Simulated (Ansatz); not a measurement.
Al2Cu (Al2Cu type, space group I4/mcm)

```xyz
6
Lattice="-3.0298 3.0298 2.4373 3.0298 -3.0298 2.4373 3.0298 3.0298 -2.4373" Properties=species:S:1:pos:R:3 pbc="T T T"
Al     0.9591     3.9889     0.0000
Al     0.9591     2.0707     2.4373
Al     2.0707     0.9591     0.0000
Al     2.0707    -0.9591     2.4373
Cu     0.0000     0.0000     1.2186
Cu     0.0000     0.0000     3.6559
```

E(V) scan at fixed shape, V₀ the volume above. The atoms relax within the cell's symmetry.

Computed with PBE (plane waves to 420 eV, PAW, scalar-relativistic; Ansatz, a program for electronic structure). k mesh 12×12×12 (Γ-centred), Fermi-Dirac smearing 0.05 eV. Compression counts positive. Al2Cu is run without spin polarisation. Al2Cu was relaxed with its symmetry unable to fall.

At one point of the scan the stress tensor (GPa) is:

```
   10.2      0.0      0.0
    0.0     10.2      0.0
    0.0      0.0      9.8
```

Question: Which point is it?
A) V/V₀ = 0.947
B) V/V₀ = 0.973
C) V/V₀ = 0.867
D) V/V₀ = 0.920

Answer: D, V/V₀ = 0.920

(A scan under strain: stresses follow from slopes of the energy per volume, elastic moduli from its curvatures.)
